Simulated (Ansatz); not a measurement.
LiCl (rock salt, Fm-3m), the program Ansatz at the PBEsol level (PAW): ε∞ = 3.07, cell volume 32.48 Å³. Infrared-active transverse modes:

| ω_TO (cm⁻¹) | oscillator strength S_xx (e²/amu) |
|---|---|
| 205.9 | 0.2373 |

**Question.** Compute the static dielectric constant.

**Answer.** Each mode adds (4.921e7/V) S/ω²: 8.48. So ε0 = 11.5.

**Question.** What LO frequency does the Lyddane–Sachs–Teller relation give?

**Answer.** ω_LO = ω_TO √(ε0/ε∞) = 399 cm⁻¹.

Symmetry was held in the PBEsol relaxation.

Potentials: the earlier of the program's two PAW sets. The files were generated under PBE; for other functionals the program regenerates the frozen cores, and for LDA and PBEsol the local potential too.
